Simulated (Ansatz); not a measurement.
ScPt$_{3}$N:
```xyz
5
Lattice="4.1858 0.0000 0.0000 0.0000 4.1858 0.0000 0.0000 0.0000 4.1858" Properties=species:S:1:pos:R:3 pbc="T T T"
Sc     0.0000     0.0000     0.0000
Pt     0.0000     2.0929     2.0929
Pt     2.0929     0.0000     2.0929
Pt     2.0929     2.0929     0.0000
N      2.0929     2.0929     2.0929
```

Relaxed with DFT-PBEsol in the program Ansatz with PAW potentials. Indices refer to the conventional cell of Pm-3m, a = 4.186 Å, b = 4.186 Å, c = 4.186 Å, α = 90.00°, β = 90.00°, γ = 90.00°.

Question: Simulate the powder diffraction pattern (Cu Kα1, λ = 1.54056 Å; lines above 1 %) up to 2θ = 90°.

Answer: Simulated powder pattern, Cu Kα1, λ = 1.54056 Å (kinematic, ideal powder, no thermal factors, no anomalous dispersion; the 30 strongest lines at most, above 1 %, up to 2θ = 90°):

```
2θ (°)  d (Å)  I/Imax (%)          hkl
------  -----  ----------  -----------
21.21   4.186          21        (100)
30.17   2.960          12        (110)
37.17   2.417         100        (111)
43.19   2.093          54        (200)
48.60   1.872          10        (210)
53.59   1.709         5.7        (211)
62.73   1.480          36        (220)
67.02   1.395         5.0  (221)+(300)
71.17   1.324         2.6        (310)
75.23   1.262          40        (311)
79.21   1.208          12        (222)
83.14   1.161         2.3        (320)
87.03   1.119         3.4        (321)
```

The start of the workflow was typed in or built on a structure type; neither database checked (COD, Materials Project) lists it. Its standing as an ambient phase is unchecked. Symmetry was held in the PBEsol relaxation. At this level the phase is dynamically unstable (imaginary phonons). The run is not spin-polarised. Spin–orbit coupling is left out wherever it is not named.

Potentials: the earlier of the program's two PAW sets. The files were generated under PBE; for other functionals the program regenerates the frozen cores, and for LDA and PBEsol the local potential too.
